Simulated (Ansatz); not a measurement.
Input, command and steps of an Ansatz relaxation.

```yaml
crystal:
  lattice:
    - [4.6752294823, 0.0, 0.0]
    - [0.0, 4.6752294823, 0.0]
    - [0.0, 0.0, 4.6752294823]
  atoms:
    - { symbol: "Y", position: [0.0, 0.0, 0.0] }
    - { symbol: Ge, position: [0.0, 0.5, 0.5] }
    - { symbol: Ge, position: [0.5, 0.0, 0.5] }
    - { symbol: Ge, position: [0.5, 0.5, 0.0] }
    - { symbol: Sb, position: [0.5, 0.5, 0.5] }
basis:
  ecutwfc: 420
kpoints:
  mp_grid: { grid: [4, 4, 4] }
hamiltonian:
  xc: pbe
scf:
  occupations: { method: gaussian, width: 0.1 }
  lower_state_search: "off"
output:
  forces: true
  stress: true
  eigenvalues: true
relax:
  adjacent_minimum: "off"
  f_tol: 0.04
  max_steps: 70
  cell: { stress_tol: 0.4 }
```

```bash
ansatz run input.yaml --threads 1 --pin off --max-ram 2560MiB --backend cpu --events-out ev --progress --plain --runs-dir out
```

These are results of Ansatz 0.2.0, DFT PBE, scalar-relativistic, plane waves, PAW, not measurements.

Of 7 frames 6 are shown, positions in Å and forces in eV/Å; the SCF threshold varies from step to step. Steps run on the plane waves of an earlier cell, with a Pulay correction in the pressure. The basis is chosen afresh for the last frame, the zero of the energies, and at times for earlier ones too; energy and pressure can step there, also at an unchanged geometry. Here that happened at step 5 (-10 meV/atom, 0.7 GPa); frames between the last choice of the basis and such a step carry an error that grows, as the cell changes, to that size.

```xyz
5
Lattice="4.6752 0.0000 0.0000 0.0000 4.6752 0.0000 0.0000 0.0000 4.6752" Properties=species:S:1:pos:R:3:forces:R:3 pbc="T T T" step=1 free_energy_over_end_meV_per_atom=624.83 pressure_GPa=34.40
Y     0.0000    0.0000    0.0000    0.0000    0.0000    0.0000
Ge    0.0000    2.3376    2.3376    0.0000    0.0000    0.0000
Ge    2.3376    0.0000    2.3376    0.0000    0.0000    0.0000
Ge    2.3376    2.3376    0.0000    0.0000    0.0000    0.0000
Sb    2.3376    2.3376    2.3376    0.0000    0.0000    0.0000
5
Lattice="4.9031 0.0000 0.0000 0.0000 4.9031 0.0000 0.0000 0.0000 4.9031" Properties=species:S:1:pos:R:3:forces:R:3 pbc="T T T" step=2 free_energy_over_end_meV_per_atom=173.37 pressure_GPa=13.95
Y     0.0000    0.0000    0.0000    0.0000    0.0000    0.0000
Ge    0.0000    2.4516    2.4516    0.0000    0.0000    0.0000
Ge    2.4516    0.0000    2.4516    0.0000    0.0000    0.0000
Ge    2.4516    2.4516    0.0000    0.0000    0.0000    0.0000
Sb    2.4516    2.4516    2.4516    0.0000    0.0000    0.0000
5
Lattice="5.0866 0.0000 0.0000 0.0000 5.0866 0.0000 0.0000 0.0000 5.0866" Properties=species:S:1:pos:R:3:forces:R:3 pbc="T T T" step=3 free_energy_over_end_meV_per_atom=28.28 pressure_GPa=3.88
Y     0.0000    0.0000    0.0000    0.0000    0.0000    0.0000
Ge    0.0000    2.5433    2.5433    0.0000    0.0000    0.0000
Ge    2.5433    0.0000    2.5433    0.0000    0.0000    0.0000
Ge    2.5433    2.5433    0.0000    0.0000    0.0000    0.0000
Sb    2.5433    2.5433    2.5433    0.0000    0.0000    0.0000
5
Lattice="5.1793 0.0000 0.0000 0.0000 5.1793 0.0000 0.0000 0.0000 5.1793" Properties=species:S:1:pos:R:3:forces:R:3 pbc="T T T" step=4 free_energy_over_end_meV_per_atom=10.82 pressure_GPa=0.13
Y     0.0000    0.0000    0.0000    0.0000    0.0000    0.0000
Ge    0.0000    2.5896    2.5896    0.0000    0.0000    0.0000
Ge    2.5896    0.0000    2.5896    0.0000    0.0000    0.0000
Ge    2.5896    2.5896    0.0000    0.0000    0.0000    0.0000
Sb    2.5896    2.5896    2.5896    0.0000    0.0000    0.0000
5
Lattice="5.1793 0.0000 0.0000 0.0000 5.1793 0.0000 0.0000 0.0000 5.1793" Properties=species:S:1:pos:R:3:forces:R:3 pbc="T T T" step=5 free_energy_over_end_meV_per_atom=1.14 pressure_GPa=0.85
Y     0.0000    0.0000    0.0000    0.0000    0.0000    0.0000
Ge    0.0000    2.5896    2.5896    0.0000    0.0000    0.0000
Ge    2.5896    0.0000    2.5896    0.0000    0.0000    0.0000
Ge    2.5896    2.5896    0.0000    0.0000    0.0000    0.0000
Sb    2.5896    2.5896    2.5896    0.0000    0.0000    0.0000
5
Lattice="5.2038 0.0000 0.0000 0.0000 5.2038 0.0000 0.0000 0.0000 5.2038" Properties=species:S:1:pos:R:3:forces:R:3 pbc="T T T" step=7 free_energy_over_end_meV_per_atom=0.00 pressure_GPa=0.09
Y     0.0000    0.0000    0.0000    0.0000    0.0000    0.0000
Ge    0.0000    2.6019    2.6019    0.0000    0.0000    0.0000
Ge    2.6019    0.0000    2.6019    0.0000    0.0000    0.0000
Ge    2.6019    2.6019    0.0000    0.0000    0.0000    0.0000
Sb    2.6019    2.6019    2.6019    0.0000    0.0000    0.0000
```

The start puts this composition into another compound's structure type, which needn't suit it. The cell swells from 20.4 to 28.2 Å³ an atom, so the end can be far from any stable crystal. At the end the space group is Pm-3m (tolerance 0.05 Å).

Time: 20 s on 1 thread of Arm Neoverse V2, with other jobs on the host, peak memory 0.42 GiB.

The k mesh is coarse.